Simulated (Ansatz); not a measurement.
**Equation of state of NbCd3 from a dense series**

```
CELL_PARAMETERS angstrom
4.21500 0.00000 0.00000
0.00000 4.21500 0.00000
0.00000 0.00000 4.21500
ATOMIC_POSITIONS crystal
Nb 0.00000 0.00000 0.00000
Cd 0.00000 0.50000 0.50000
Cd 0.50000 0.00000 0.50000
Cd 0.50000 0.50000 0.00000
```

Atom numbers follow the list: Nb1, Cd2, Cd3, Cd4.

Conventional cell: a = 4.215 Å, b = 4.215 Å, c = 4.215 Å, α = 90.00°, β = 90.00°, γ = 90.00°. Nb (atom 1) has 12 Cd at 2.98 Å as nearest neighbours. Cd (atom 2) has 4 Nb at 2.98 Å and 8 Cd at 2.98 Å as nearest neighbours.

The geometry is COD entry 2310296, unchecked; take it as a test cell.

Spin polarisation is left out, and whether a magnetic state lies lower isn't shown here.

Theory: DFT, LDA, all-electron LAPW, scalar-relativistic in Ansatz 0.2.0.

Numerical set-up: a Γ-centred 9×9×9 k mesh, Fermi–Dirac smearing of 0.08 eV, basis error target 0.5 meV/atom, no spin polarisation.

The cell is scaled evenly. Fractional coordinates are held (clamped ions).

| V (Å³/atom) | P (GPa) |
| --- | --- |
| 17.598 | 5.49 |
| 18.347 | -0.18 |
| 18.534 | -1.39 |
| 18.721 | -2.53 |
| 18.908 | -3.60 |
| 19.096 | -4.60 |
| 19.470 | -6.44 |
| 19.844 | -8.06 |

(1) Fit a third-order Birch–Murnaghan curve to the pressures.

(2) Predict the pressure at the withheld volume, 17.972 Å³/atom.

Answers

(1) P = (3B0/2)(y^(7/2) − y^(5/2))[1 + (3/4)(B0′ − 4)(y − 1)] with y = (V0/V)^(2/3) fits within 0.01 GPa for V0 = 18.320 Å³/atom, B0 = 123.3 GPa and B0′ = 5.04.

(2) There y = 1.0129, so the fit gives 2.48 GPa; the run gave 2.48 GPa.
